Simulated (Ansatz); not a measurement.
Straining Ti$_{2}$Cd

Theory: Ansatz 0.2.0, DFT PBEsol, scalar-relativistic, plane waves, PAW. Settings: 420 eV cutoff, 12×12×4 k-mesh, Gaussian smearing of 0.10 eV, no spin polarisation.

Starting point, cell and atoms relaxed:

```
CELL_PARAMETERS angstrom
2.81973 0.00000 0.00000
0.00000 2.81973 0.00000
0.00000 0.00000 13.28709
ATOMIC_POSITIONS crystal
Ti 0.00000 0.00000 0.32348
Ti 0.50000 0.50000 0.17652
Ti 0.50000 0.50000 0.82348
Ti 0.00000 0.00000 0.67652
Cd 0.00000 0.00000 0.00000
Cd 0.50000 0.50000 0.50000
```

Deformation: shear that moves c along a by the strain times its height over the a-b plane, the cell held and the atoms relaxed, all within the symmetry that the strain leaves. Energies are extrapolated to zero smearing. Stress is positive in compression, on the Cartesian axes of the cell above.

Strains computed: +2.0, +4.0 %.

Question: At which strain does the energy stand 1.6 meV/atom over the relaxed crystal with σxx = 0.01, σyy = 0.02, σzz = 0.06, σyz = 0.00, σxz = -1.44, σxy = 0.00 GPa?

Answer: +2.0 %.